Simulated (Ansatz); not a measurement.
BaPdS₂ in space group Cmcm (No. 63; Ba on 4c, Pd on 4a, S on 8g) at seven volumes, DFT-PBEsol in the program Ansatz with PAW potentials, shape and atoms relaxed at each. One row is withheld.

```csv
V (Å³/atom),P (GPa)
22.501,5.47
23.243,3.29
23.985,?
24.726,0.00
25.468,-1.26
26.210,-2.30
26.952,-3.14
```

### Question
Fit the shown pressures and predict the withheld one.

### Answer
P = (3/2)B₀(x^(7/2) − x^(5/2))[1 + (3/4)(B′ − 4)(x − 1)] with x = (V₀/V)^(2/3). Least squares on the six rows gives V₀ = 24.720 Å³/atom, B₀ = 45.5 GPa, B′ = 5.19. At V = 23.985, x = 1.0203 and P = 1.49 GPa. The run itself gave 1.52 GPa.

The first step of the workflow began from a Materials Project structure, measured or hypothetical; the Crystallography Open Database copy checked does not list it. Whether it is the stable phase at ambient conditions was not checked. The PBEsol relaxation kept the symmetry of its start; its stability against distortions is not shown here. The run is not spin-polarised. Spin–orbit coupling is left out wherever it is not named.

Potentials: the later of the program's two PAW sets.
